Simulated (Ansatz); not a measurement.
KNa₂BO₃:
```
KNa2BO3
1.0
    5.58069     0.00000     0.00000
    0.00000     5.98366     0.00000
    0.00000     0.00000     5.54925
K Na B O
2 4 2 6
Direct
  0.50000   0.50000   0.92200
  0.00000   0.00000   0.07800
  0.50000   0.77072   0.37449
  0.50000   0.22928   0.37449
  0.00000   0.72928   0.62551
  0.00000   0.27072   0.62551
  0.50000   0.00000   0.79579
  0.00000   0.50000   0.20421
  0.28707   0.00000   0.66471
  0.71293   0.00000   0.66471
  0.78707   0.50000   0.33529
  0.21293   0.50000   0.33529
  0.50000   0.00000   0.04416
  0.00000   0.50000   0.95584
```

Relaxed with r²SCAN.

**Question.** Give the Bader charges and basin volumes of the independent atoms, r²SCAN (plane waves, PAW; program Ansatz).

**Answer.** 

| atom | Bader charge (e) | Bader volume (Å³) |
|---|---|---|
| K1 | +0.84 | 19.8 |
| Na3 | +0.86 | 8.2 |
| B7 | +2.37 | 1.7 |
| O9 | -1.65 | 18.2 |
| O13 | -1.64 | 18.2 |

Space group Pmmn. The workflow started from a Materials Project entry (that database holds measured and hypothetical structures alike); the Crystallography Open Database files this formula in space group No. 59, but the cells were not matched. Its standing as an ambient phase is unchecked. The cell was relaxed with r²SCAN under the symmetry of its start; whether a distortion lowers the energy is not shown.

Potentials: the later of the program's two PAW sets.
